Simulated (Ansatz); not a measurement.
Profile along the Pt–Pt line in ScPt3 (Cu3Au type)

ScPt$_{3}$ (Cu3Au type)

```cif
data_Pt3Sc
_chemical_formula_sum 'Sc1 Pt3'
_space_group_name_H-M_alt 'Pm-3m'
_space_group_IT_number 221
_space_group_name_Hall '-P 4 2 3'
_cell_length_a 3.92239
_cell_length_b 3.92239
_cell_length_c 3.92239
_cell_angle_alpha 90.000
_cell_angle_beta 90.000
_cell_angle_gamma 90.000
loop_
_atom_site_label
_atom_site_type_symbol
_atom_site_symmetry_multiplicity
_atom_site_Wyckoff_symbol
_atom_site_fract_x
_atom_site_fract_y
_atom_site_fract_z
_atom_site_occupancy
Sc1 Sc 1 a 0.00000 0.00000 0.00000 1
Pt1 Pt 3 c 0.00000 0.50000 0.50000 1
```

Fields along a shortest Pt–Pt line of a {100} plane (2.77 Å), from Pt to Pt, interpolated on the slice's grid (step about 0.2 Å). Method: LDA (plane waves to 420 eV, PAW, scalar-relativistic; Ansatz, a quantum-chemistry and plane-wave program). k mesh 12×12×12. Near the nuclei the fields are pseudised (PAW); where an atom keeps semicore shells as valence, they peak there. ScPt3 is run without spin polarisation. ScPt3 was relaxed with its symmetry unable to fall. Spin-orbit coupling is left out, though Pt is heavy.

| distance from Pt (Å) | valence electron density (e/Å³) | electron localisation function |
|---|---|---|
| 0.00 | 12.07 | x |
| 0.14 | 11.67 | x |
| 0.28 | 10.43 | x |
| 0.42 | 8.37 | x |
| 0.55 | 5.85 | 0.62 |
| 0.69 | 3.50 | 0.53 |
| 0.83 | 1.80 | 0.41 |
| 0.97 | 0.93 | 0.31 |
| 1.11 | 0.58 | 0.28 |
| 1.25 | 0.44 | 0.30 |
| 1.39 | 0.40 | 0.32 |
| 1.52 | 0.44 | 0.30 |
| 1.66 | 0.58 | 0.28 |
| 1.80 | 0.93 | 0.31 |
| 1.94 | 1.80 | 0.41 |
| 2.08 | 3.50 | 0.53 |
| 2.22 | 5.85 | 0.62 |
| 2.35 | 8.37 | x |
| 2.49 | 10.43 | x |
| 2.63 | 11.67 | x |
| 2.77 | 12.07 | x |

x: too close to a nucleus for the ELF to mean much.

Density on the Pt–Pt line (2.77 Å) at its midpoint: 0.40 e/Å³. ELF at that point: 0.32.
